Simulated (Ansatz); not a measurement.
ZnCu (CsCl type, Pm-3m) under volume change, plane-wave PAW PBE (Ansatz code), scaled uniformly.

```json
[
 {"V (Å³/atom)": "11.840", "E − E(relaxed) (meV/atom)": "45.8", "P (GPa)": "13.75"},
 {"V (Å³/atom)": "12.231", "E − E(relaxed) (meV/atom)": "19.1", "P (GPa)": "8.33"},
 {"V (Å³/atom)": "12.621", "E − E(relaxed) (meV/atom)": "___", "P (GPa)": "___"},
 {"V (Å³/atom)": "13.011", "E − E(relaxed) (meV/atom)": "0.0", "P (GPa)": "0.00"},
 {"V (Å³/atom)": "13.402", "E − E(relaxed) (meV/atom)": "4.0", "P (GPa)": "-3.17"},
 {"V (Å³/atom)": "13.792", "E − E(relaxed) (meV/atom)": "15.0", "P (GPa)": "-5.80"},
 {"V (Å³/atom)": "14.182", "E − E(relaxed) (meV/atom)": "___", "P (GPa)": "___"}
]
```

Problem. Some entries are withheld; supply them.

Solution. 
- 14.182, E − E(relaxed) (meV/atom): 31.9
- 14.182, P (GPa): -7.99
- 12.621, E − E(relaxed) (meV/atom): 4.5
- 12.621, P (GPa): 3.79

Problem. What does a third-order Birch–Murnaghan fit give for V₀, B₀ and B′?

Solution. V₀ = 13.01 Å³/atom, B₀ = 115 GPa, B′ = 5.0.

Symmetry was held in the PBE relaxation; phonons on a q-mesh show no instability. No spin polarisation was allowed.

Potentials: the later of the program's two PAW sets.
